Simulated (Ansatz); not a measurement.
# Ta: zone-centre modes

Computed with DFT PBEsol, scalar-relativistic, plane waves, PAW in Ansatz 0.2.0. Cutoff 420 eV, Γ-centred 18×18×10 k-points, Gaussian smearing of 0.15 eV. Spin–orbit coupling is left out, which can shift energies with elements as heavy as these. No spin polarisation.

Reference structure (as given, not relaxed at this level):

```xyz
2
Lattice="-1.6513 1.6513 1.6513 1.6513 -1.6513 1.6513 3.3026 3.3026 0.0000" Properties=species:S:1:pos:R:3 pbc="T T T"
Ta    0.0000    0.0000    0.0000
Ta    1.6513    1.6513    1.6513
```

Harmonic modes by finite displacements of 0.02 Å, without the LO–TO term. The cell doubles the primitive one, so its zone centre also holds the primitive cell's point q = (0, 0, 1/2).

Question: At this geometry, is the structure stable against these modes?

Answer: Yes: no mode is imaginary beyond 10 cm⁻¹, and only the three translations lie near zero.

Question: List the wavenumbers in cm⁻¹.

Answer: 0, 0, 0, 91, 136, 143.

Cost: 1 run of about 1.4 core-minutes, on Intel Xeon Platinum 8259CL (Skylake/Cascade Lake) (shared hosts).